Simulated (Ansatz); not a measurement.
Data:

CrB₂:
```yaml
crystal:
  lattice:
    - [-1.43101, 1.43101, 2.96597]
    - [1.43101, -1.43101, 2.96597]
    - [1.43101, 1.43101, -2.96597]
  atoms:
    - { symbol: Cr, position: [0.00000, 0.00000, 0.00000] }
    - { symbol: B, position: [0.35777, 0.35777, 0.00000] }
    - { symbol: B, position: [0.64223, 0.64223, 0.00000] }
```

This is the PBE-relaxed structure.

Question: All from plane-wave PAW PBE (Ansatz code), unless another level is named. Estimate the electronic character.

Answer: metallic (no gap).

Question: What about the formation energy from the elements (no fitted shifts)?

Answer: 0.33 eV/atom.

Question: What about the density of states at the Fermi level?

Answer: 0.80 states/eV per atom (mean over ±0.08 eV).

Space group I4/mmm (MoSi2 or CaC2 type). The cell is a constructed one: a structure type filled with these elements; neither database checked (COD, Materials Project) lists it. COD files the formula under space group No. 191, so this cell is another polymorph or a model. Its standing as an ambient phase is unchecked. The cell was relaxed with PBE under the symmetry of its start; whether a distortion lowers the energy is not shown. The workflow began spin-polarised and lost its moments. The cell computed holds one magnetic atom, so no antiferromagnetic order was within reach. The references are the lowest solids computed at this level, not always the standard phases.

Potentials: the earlier of the program's two PAW sets.
